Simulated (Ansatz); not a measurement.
Input file for Ansatz (a program for electronic structure):

Ansatz 0.2 input:
```yaml
crystal:
  lattice:
    - [4.114912888, 0.0, 0.0]
    - [0.0, 4.114912888, 0.0]
    - [0.0, 0.0, 4.114912888]
  atoms:
    - { symbol: Ga, position: [0.0, 0.0, 0.0] }
    - { symbol: Pd, position: [0.0, 0.5, 0.5] }
    - { symbol: Pd, position: [0.5, 0.0, 0.5] }
    - { symbol: Pd, position: [0.5, 0.5, 0.0] }
    - { symbol: C, position: [0.5, 0.5, 0.5] }
kpoints:
  mp_grid: { grid: [14, 14, 14] }
hamiltonian:
  xc: r2scan
  pseudopotentials: { azcp: { folder: ./paw }, kind: paw }
scf:
  occupations: { method: fermi_dirac, width: 0.1 }
elastic: { mode: relaxed_ion, stencil: two_point, amplitude: 0.005, f_tol: 0.0005 }
```

Output (shortened):

```
Pseudopotential: Ga, paw, valence charge 13
Pseudopotential: Pd, paw, valence charge 18
Pseudopotential: C, paw, valence charge 4
Functional definition: r2SCAN
Crystal: 5 atoms, lattice volume = 69.676 Å³
Basis set: ecut = 500 eV, 1791 PW (Γ), exchange–correlation on 128×128×128 points (64 copies of the dense FFT grid, shifted against one another)
Bands: 43, of which v1, the nominal top of the filled ones, is band 36 counted from 1 (35 counted from 0)
Symmetry: 48 space group operations
Space group: Pm-3m (ITA 221), of the structure as read, at distance tolerance 4.1e-5 Å
k-points: 120 of 2744
SCF 1 converged in 17 iterations: F = -24998.602646 eV  dr2 = 1.27e-14
Crystal: 5 atoms, lattice volume = 69.676 Å³
SCF 2 converged in 2 iterations: F = -24998.602646 eV  dr2 = 4.84e-15
Crystal: 5 atoms, lattice volume = 69.327 Å³
Basis set: ecut = 500 eV, 1775 PW (Γ), exchange–correlation on 128×128×128 points (64 copies of the dense FFT grid, shifted against one another)
Symmetry: 16 space group operations
k-points: 288 of 2744
SCF 3 converged in 14 iterations: F = -24998.600976 eV  dr2 = 2.78e-14
Crystal: 5 atoms, lattice volume = 70.024 Å³
SCF 4 converged in 11 iterations: F = -24998.601386 eV  dr2 = 1.46e-14
Crystal: 5 atoms, lattice volume = 69.675 Å³
Symmetry: 8 space group operations
k-points: 456 of 2744
SCF 5 converged in 13 iterations: F = -24998.602536 eV  dr2 = 6.24e-15
Crystal: 5 atoms, lattice volume = 69.675 Å³
SCF 6 converged in 10 iterations: F = -24998.602536 eV  dr2 = 9.15e-15
SCF converged after 2 iterations
Free energy (F): -24998.602646 eV
Harris-Foulkes:  -24998.602646 eV  (|F-HF|=3.64e-12)
Internal energy: -24998.532835 eV  (E = F + TS)
E sigma→0 (E₀):  -24998.567740 eV
Entropy (-TS):   -0.069811 eV (-13.962 meV/atom)
Fermi energy:    16.673077 eV
--- Per-component energies (eV) ---
  E_band       = -605.511092
  E_kinetic    = 1543.769532
  E_local      = -7446.370878  (includes V_loc(G=0)·N_el)
  E_nonlocal   = 1047.709374
  E_hartree    = 3331.757486
  E_xc         = -492.348807
  E_vxc        = -688.251804  (∫ρ·V_xc dr)
  E_paw        = -13606.386913  (= ΣΔE_a)
  E_vpaw       = -1775.066750  (= ΣTr[D̂ρ^β])
  E_aug_tail   = 0.000463  (compensation charges beyond the density's cutoff)
  E_vtau       = 49.183997  (kinetic-family band-sum trace: ∫τ·v_τ [+ j·A + Jᵃ·Aᵃ] dr)
  E_ewald      = -9374.629004
  E_core_change = -2.034089  (= ΣΔE_core)
  E_smearing   = -0.069811  (= −TS)
  E_closure    = 0.000000  (closes the sum)
  Σ components = -24998.602646   (vs F -24998.602646, Δ=0.00e0)
--- Forces (eV/Å), atoms counted from 1 ---
  atom   1  Ga     0.00000000     0.00000000     0.00000000
  atom   2  Pd     0.00000000     0.00000000     0.00000000
  atom   3  Pd     0.00000000     0.00000000     0.00000000
  atom   4  Pd     0.00000000     0.00000000     0.00000000
  atom   5  C      0.00000000     0.00000000     0.00000000
  max |Σ_I F_I| component: 0.0 eV/Å
--- Stress (GPa, compression-positive) ---
        0.081989       0.000000       0.000000
        0.000000       0.081989       0.000000
        0.000000       0.000000       0.081989
  P = ⅓ Tr σ = 0.0820 GPa (0.820 kbar)
--- Band table (eV; the first three rows and the last of 120) ---
  k-point 0: bands = ["-70.7438", "-70.7145", "-70.7145", "-35.9702", "-35.9702", "-35.9702", "-35.4934", "-35.4934", "-35.4934", "-35.4850", "-35.4850", "-35.4850", "0.7880", "0.7880", "0.7951", "0.7951", "0.7951", "2.1387", "7.6753", "11.3377", "11.3377", …
  k-point 1: bands = ["-70.7435", "-70.7148", "-70.7145", "-35.9698", "-35.9698", "-35.9695", "-35.4942", "-35.4935", "-35.4935", "-35.4853", "-35.4853", "-35.4851", "0.7884", "0.7892", "0.7952", "0.7954", "0.7954", "2.1732", "7.7146", "11.3377", "11.3377", …
  k-point 2: bands = ["-70.7425", "-70.7158", "-70.7145", "-35.9688", "-35.9688", "-35.9676", "-35.4966", "-35.4938", "-35.4938", "-35.4861", "-35.4861", "-35.4853", "0.7895", "0.7927", "0.7955", "0.7963", "0.7963", "2.2728", "7.8291", "11.3388", "11.3388", …
  k-point 119: bands = ["-70.7242", "-70.7242", "-70.7242", "-36.1180", "-35.8734", "-35.8734", "-35.5666", "-35.5666", "-35.5666", "-35.4294", "-35.4294", "-35.4294", "0.7851", "0.7851", "0.7851", "0.8225", "0.8225", "5.0725", "8.4659", "8.4659", "8.4659", …
--- Elastic constants: 2 strain directions × 2 members + reference (group order 48) ---
  dense FFT box of the reference and of every strained cell: 32×32×32
  strains applied: 11, 23; error gains: componentwise 1.00 (the most a stress slope's error grows in a printed constant), spectral 1.73 (1 for all six strains …
  C = ∂σ_k/∂η_j (tension-positive GPa; Voigt order 11 22 33 23 13 12):
       270.821    131.675    131.675      0.000      0.000      0.000
       131.675    270.821    131.675      0.000      0.000      0.000
       131.675    131.675    270.821      0.000      0.000      0.000
         0.000      0.000      0.000     20.889      0.000      0.000
         0.000      0.000      0.000      0.000     20.889      0.000
         0.000      0.000      0.000      0.000      0.000     20.889
  reference stress σ⁰ (GPa):     -0.082     -0.082     -0.082      0.000      0.000      0.000
  moduli (Voigt/Reuss/Hill, GPa): K = 178.06/178.06/178.06   G = 40.36/29.01/34.69   E = 97.71   ν = 0.409
  mechanically stable: yes (min eigenvalue of sym C = 20.89 GPa)
  strain η (Voigt 11):  stress-route row diagonal C_11 = 270.82 GPa, energy-path curvature d²(F+E_count+ΔE)/dδ²/Ω₀ = 270.78 GPa
         δ    σ_11 (GPa)             F (eV)   n_scf  n_hpsi   n_pw
    -5.000e-3      -1.4721      -24998.6009761      14  322606   1787   relax 0 steps, max|allowed force component| 0.0 eV/Å
     5.000e-3       1.2361      -24998.6013859      11  258632   1802   relax 0 steps, max|allowed force component| 0.0 eV/Å
  strain η (Voigt 23):  stress-route row diagonal C_44 = 20.89 GPa, energy-path curvature d²(F+E_count+ΔE)/dδ²/Ω₀ = 20.94 GPa
         δ    σ_23 (GPa)             F (eV)   n_scf  n_hpsi   n_pw
    -5.000e-3      -0.1044      -24998.6025356      13  475309   1792   relax 0 steps, max|allowed force component| 0.0 eV/Å
     5.000e-3       0.1044      -24998.6025356      10  378899   1792   relax 0 steps, max|allowed force component| 0.0 eV/Å
```

Cost: very roughly 7 core-minutes on shared cores.

The start of the workflow was typed in or built on a structure type; neither database checked (COD, Materials Project) lists it. Its standing as an ambient phase is unchecked. The r²SCAN relaxation kept the symmetry of its start; its stability against distortions is not shown here. The run is not spin-polarised. As this level gives no gap, shear constants depend on the k-mesh and smearing (Fermi–Dirac, 0.1 eV here). Spin–orbit coupling is left out wherever it is not named.

Potentials: the earlier of the program's two PAW sets. The files were generated under PBE; for other functionals the program regenerates the frozen cores, and for LDA and PBEsol the local potential too.

Ansatz is a plane-wave DFT program.
